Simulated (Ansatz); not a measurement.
# Stationary points along a deformation path in Ge

Method: Ansatz 0.2.0, DFT r2SCAN, scalar-relativistic, plane waves, PAW. Cutoff 500 eV, Γ-centred 22×22×22 k-points, Gaussian smearing of 0.15 eV. No spin polarisation. Energies are free energies at this smearing, counted from the undisturbed cell; pressure is positive in compression.

Reference structure (as given, not relaxed at this level; it stands at 0.6 GPa; this form isn't the usual structure):

```
CELL_PARAMETERS angstrom
-2.57449 2.57449 1.39741
2.57449 -2.57449 1.39741
2.57449 2.57449 -1.39741
ATOMIC_POSITIONS crystal
Ge 0.25000 0.75000 0.50000
Ge 0.50000 0.50000 0.00000
```

At fixed volume and fractional coordinates, lengths along (0.000, 0.000, 1.000) are scaled against those across it; ρ is that ratio over its starting value. V = 18.524 Å³/atom. Δσ is the stress along the axis less the mean stress across it (compression positive).

| ρ | ΔE (meV/atom) | Δσ (GPa) | space group |
| --- | --- | --- | --- |
| 0.850 | 121.1 | 19.73 | I4_1/amd |
| 0.920 | 31.9 | 9.12 | I4_1/amd |
| 0.960 | 9.7 | 4.86 | I4_1/amd |
| 1.000 | 0.0 | 1.34 | I4_1/amd |
| 1.100 | 11.8 | -3.87 | I4_1/amd |
| 1.200 | 47.2 | -6.27 | I4_1/amd |

**Question.** How does the stress give the slope of the energy, and where is the energy stationary?

**Answer.** Along the path d ln(length) is 2/3 d ln ρ on the axis and −1/3 d ln ρ across it, so dE/d ln ρ = −(2/3) V Δσ: the energy falls with ρ where Δσ is positive. Δσ vanishes or changes sign between ρ = 1.000 and 1.100, a minimum (near 1.02 by linear interpolation). Pairs of stationary points between two samples would go unseen, and could change a minimum read from distant neighbours into a maximum.

**Question.** Integrate that slope from ρ = 1 to 1.200 by the trapezoid rule.

**Answer.** With V/N in Å³ and 1 eV/Å³ = 160.2 GPa the slopes at ρ = 1.000, 1.100, 1.200 are -103, 298, 483 meV/atom per unit of ln ρ. The steps add 9.3 + 34.0 = 43.3 meV/atom, against 47.2 from the energies; the trapezoid rule misses the curvature of the slope within each step.

In a metal these slopes depend on the k mesh and the smearing.